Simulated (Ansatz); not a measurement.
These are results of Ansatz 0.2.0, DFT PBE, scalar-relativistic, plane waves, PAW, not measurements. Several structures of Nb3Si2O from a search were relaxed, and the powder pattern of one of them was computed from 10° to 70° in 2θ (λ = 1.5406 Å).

Cu Kα1 powder pattern (kinematic, no thermal factors).
2θ (°) (relative intensity): 17.45 (6), 23.61 (1), 25.91 (2), 25.95 (6), 26.98 (37), 28.53 (33), 29.07 (3), 31.45 (64), 35.33 (29), 35.36 (65), 36.99 (27), 37.78 (87), 38.13 (56), 38.94 (100), 39.30 (7), 41.15 (53), 44.36 (3), 44.67 (7), 46.35 (1), 46.70 (8), 48.30 (6), 49.30 (3), 50.20 (11), 52.38 (4), 53.27 (2), 53.36 (33), 53.89 (8), 54.15 (11), 54.75 (5), 55.61 (4), 55.63 (10), 57.36 (15), 59.05 (6), 60.18 (7), 60.79 (7), 61.00 (36), 61.56 (12), 61.62 (7), 62.36 (9), 63.14 (2), 65.57 (5), 65.63 (9), 65.81 (4), 67.46 (20), 67.88 (6), 68.25 (3), 69.45 (10), 69.45 (3), 69.53 (21)

**Question.** Which structure gives it?
A.

```
Nb Si O
1.0
     3.43097    0.00000    0.00000
     0.00000    6.87278    0.00000
     0.00000    0.00000    7.53161
Nb Si O
6 4 2
Direct
  0.50000 0.22470 0.44950
  0.00000 0.42295 0.15225
  0.50000 0.77530 0.94950
  0.00000 0.11436 0.81793
  0.00000 0.57705 0.65225
  0.00000 0.88564 0.31794
  0.50000 0.39733 0.88213
  0.50000 0.11914 0.11052
  0.50000 0.88086 0.61052
  0.50000 0.60267 0.38213
  0.00000 0.28142 0.58888
  0.00000 0.71858 0.08888
```

B.

```
Nb Si O
1.0
     3.01002    0.00000    0.00000
    -1.50501    2.60675    0.00000
     0.00000    0.00000   12.09611
Nb Si O
3 2 1
Cartesian
  0.0000 0.0000 6.0481
  0.0000 0.0000 1.9064
  0.0000 0.0000 10.1897
  0.0000 1.7378 4.0348
  0.0000 1.7378 8.0614
  0.0000 0.0000 0.0000
```

C.

```
Nb Si O
1.0
     6.45169    0.00000    0.00000
     0.00000    6.45169    0.00000
     0.00000    0.00000    4.14750
Nb Si O
6 4 2
Direct
  0.50000 0.50000 0.00000
  0.81834 0.31834 0.50000
  0.00000 0.00000 0.00000
  0.18166 0.68166 0.50000
  0.31834 0.18166 0.50000
  0.68166 0.81834 0.50000
  0.12782 0.37218 0.00000
  0.87218 0.62782 0.00000
  0.37218 0.87218 0.00000
  0.62782 0.12782 0.00000
  0.50000 0.50000 0.50000
  0.00000 0.00000 0.50000
```

**Answer.** A. Its strongest line, at 2θ = 38.94°, has d = λ/(2 sin θ) = 2.311 Å and is the (1 2 1) reflection of the conventional Pmc2_1 cell with a = 3.431 Å, b = 6.873 Å, c = 7.532 Å. The others have their strongest lines at 38.0° (P4/mbm); 41.2° (P-6m2). In energy it is the lowest of those shown.

These are computed cells and needn't be stable.
